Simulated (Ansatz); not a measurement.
The cell comes from COD entry 1534932, which wasn't checked; take it as a given geometry. The listed cell was then made from it by scaling, straining or moving an atom.

An input for Ta: DFT, PBEsol, PAW with Ansatz's default frozen-core files, scalar-relativistic (Ansatz 0.2.0). The PAW files were made with PBE; their cores are remade for this functional.

Command: `ansatz run input.yaml --threads 1 --pin off --max-ram 3072MiB --backend cpu --events-out ev --progress --plain --runs-dir out` The run took 6 s on 1 thread of Intel(R) Xeon(R) Platinum 8488C (Sapphire Rapids), on a shared host, peak memory 0.49 GiB.

```yaml
crystal:
  lattice:
    - [0.0, 2.1522, 2.11]
    - [2.1522, 0.0, 2.11]
    - [2.1522, 2.1522, 0.0]
  atoms:
    - { symbol: Ta, position: [0.0, 0.0, 0.0] }
kpoints:
  mp_grid: { grid: [17, 17, 17] }
scf:
  occupations: { method: fermi_dirac, width: 0.05 }
hamiltonian:
  xc: pbesol
  pseudopotentials: { kind: paw }
output:
  forces: true
  stress: true
  eigenvalues: true
  efg: { contact_densities: true }
  write_density: true
  write_potential: true
  elf: true
  volumetric_format: npy
```

Set-up and iterations as logged by Ansatz (the results part is left out, to be predicted):

```
Engine: ansatz 0.2.0
Pseudopotentials: kind: paw
Pseudopotential: Ta, paw, valence charge 13, recommended cutoff 420 eV (normal)
Functional definition: PBEsol
  exchange = pbesol_x
  correlation = pbesol_c
Crystal: 1 atoms, lattice volume = 19.547 Å³
Basis set: ecut = 420 eV, 363 PW (Γ), exchange–correlation on 48×48×48 points (8 copies of the dense FFT grid, shifted against one another)
Bands: 11, of which v1, the nominal top of the filled ones, is band 7 counted from 1 (6 counted from 0)
Symmetry: 16 space group operations
Space group: I4/mmm (ITA 139), of the structure as read, at distance tolerance 2.7e-5 Å
k-points: 405 of 4913
Non-local potential: Ta, projectors of the file, l = 0: 3, l = 1: 2, l = 2: 2, l = 3: 1
PAW form: soft (Blöchl's): semilocal exchange-correlation on the pseudo side does not see the compensation charge
PAW frozen core: Ta, regenerated for the run's functional, and the local potential with it (the file was generated under x = pbe(κ = 0.804, μ = 0.2195149727645171), c = pbe(β = 0.06672455060314922))
PAW one-centre angular grid: Ta, 590 points (default); XC on 64 Gauss nodes
Initial density: superposition of atomic densities (neutral atoms: chi_scale 0, normalization atom), corrected by the library's trained network
Initial wavefunctions: pseudopotential atomic-orbital guess
Functional: x = pbesol(κ = 0.804, μ = 0.12345679012345678), c = pbesol(β = 0.046)
SCF iter   1: F=—  HF=-9806.185181 eV  |F-HF|=—  |Δ(HF+E_count)|=         —  Δρ=2.72e-3  dr2=6.41e-4  ethr=1.77e-3  ⟨swp⟩=5.9  Hψ=25780  notcnv=0
SCF iter   2: F=—  HF=-9806.185139 eV  |F-HF|=—  |Δ(HF+E_count)|=   4.23e-5  Δρ=1.67e-3  dr2=2.45e-4  ethr=4.93e-6  ⟨swp⟩=2.4  Hψ=9845  notcnv=0
SCF iter   3: F=—  HF=-9806.185177 eV  |F-HF|=—  |Δ(HF+E_count)|=   3.84e-5  Δρ=3.43e-4  dr2=7.27e-6  ethr=1.89e-6  ⟨swp⟩=2.3  Hψ=5736  notcnv=0
SCF iter   4: F=—  HF=-9806.185174 eV  |F-HF|=—  |Δ(HF+E_count)|=   2.52e-6  Δρ=1.28e-4  dr2=9.78e-7  ethr=5.59e-8  ⟨swp⟩=1.4  Hψ=5024  notcnv=0
iter 5 did not close the SCF: its close was put off for the readings that it lacked (scf_convergence_deferred on its scf_iter line)
SCF iter   5: F=-9806.185174 eV  HF=-9806.185174 eV  |F-HF|=2.94e-8  |Δ(HF+E_count)|=   3.28e-7  Δρ=2.99e-5  dr2=5.85e-8  ethr=7.52e-9  ⟨swp⟩=2.3  Hψ=6263  notcnv=0
SCF iter   6: F=-9806.185174 eV  HF=-9806.185174 eV  |F-HF|=1.42e-9  |Δ(HF+E_count)|=   2.31e-8  Δρ=6.84e-6  dr2=2.98e-9  ethr=4.50e-10  ⟨swp⟩=5.9  Hψ=21933  notcnv=0
```

What pressure will this run report?

-12.70 GPa (positive in compression).
